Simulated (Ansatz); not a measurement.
Clean, relaxed (001) surface of TiAl, space group P4/mmm (No. 123) (top face towards +c; atoms held fixed, by place in the list: 1, 2):

```
CELL_PARAMETERS angstrom
2.79516 0.00000 0.00000
0.00000 2.79516 0.00000
0.00000 0.00000 23.05811
ATOMIC_POSITIONS crystal
Al 0.50000 0.50000 0.36863
Ti 0.00000 0.00000 0.45621
Al 0.50000 0.50000 0.54438
Ti 0.00000 0.00000 0.62768
```

The calculation used DFT PBEsol, scalar-relativistic, plane waves, PAW (Ansatz 0.2.0). Settings: cutoff 420 eV, Γ-centred mesh 10×10×1 on the computed 4-atom cell, Gaussian smearing of 0.10 eV; no spin polarisation. The cell repeats along c with a dipole correction in the vacuum.

F (atom) is adsorbed on the top face, one adsorbate per 7.8 Å², and relaxed from 3 starting sites (fractions of a and b). E_ads counts from the clean slab and the free adsorbate (spin-polarised where it has unpaired electrons); negative means bound. Heights count from the highest slab atom after relaxation. Δφ is the top face's. Δp counts per cell along +c. Bonded neighbours lie within 1.25 times the sum of covalent radii (1.35 for H) and, on that scale, within 12 % of the closest. With the adsorbate the cell is lengthened along c to keep the vacuum.

```tsv
start	ends at	E_ads (eV)	height (Å)	shortest contact	Δφ (eV)	Δp (e·Å)
top (Ti) at (0.00, 0.00)	(0.00, 0.00), 1 bonded neighbour (Ti)	-6.01	1.74	F–Ti 1.74 Å	+2.60	-0.111
bridge (Ti-Ti) at (0.00, 0.50)	(0.00, 0.50), 2 bonded neighbours (Ti)	-6.51	1.39	F–Ti 1.97 Å	+0.92	-0.041
hollow (over Al) at (0.50, 0.50)	(0.50, 0.50), 4 bonded neighbours (Ti)	-6.31	1.15	F–Ti 2.29 Å	-0.29	+0.013
```

Among the sites tried, the lowest end comes from the bridge (Ti-Ti) at (0.00, 0.50) start; other sites may lie lower.

Each end is the local minimum or symmetric point that its start leads to. The slab is only 6.1 Å thick, so the energies aren't converged with thickness.

Spin polarisation was left out, and a magnetic state may lie lower.